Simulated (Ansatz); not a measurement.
YPO₄:
```
YPO4
1.0
   -3.45197     3.45197     3.01258
    3.45197    -3.45197     3.01258
    3.45197     3.45197    -3.01258
Y P O
2 2 8
Direct
  0.00000   0.00000   0.00000
  0.75000   0.25000   0.50000
  0.25000   0.75000   0.50000
  0.50000   0.50000   0.00000
  0.16605   0.34069   0.82535
  0.09069   0.76534   0.67465
  0.51534   0.34069   0.17465
  0.09069   0.41605   0.32535
  0.58395   0.90931   0.67465
  0.65931   0.83395   0.17465
  0.23466   0.90931   0.32535
  0.65931   0.48466   0.82535
```

Relaxed with r²SCAN. 

Q: HSE06 on this cell (Ansatz, a first-principles code, PAW) gives a gap of 7.83 eV. What does r²SCAN give?

A: 6.59 eV.

Cost on shared cores: the r²SCAN run (SCF on a 6×6×6 mesh, then bands and DOS) around 3 core-minutes (rough), the HSE06 run (SCF on 4×4×4, then a few points) about 5 core-minutes (a rough figure); the tasks are unlike.

Space group I4_1/amd. The first step of the workflow began from a Materials Project structure, measured or hypothetical; the Crystallography Open Database files this formula in space group No. 141, but the cells were not matched. Its standing as an ambient phase is unchecked. The r²SCAN relaxation kept the symmetry of its start; its stability against distortions is not shown here. The run is not spin-polarised. Scalar-relativistic: spin–orbit coupling is off unless named, which matters more the heavier the elements.

Potentials: the later of the program's two PAW sets.

Ansatz is a plane-wave DFT program.
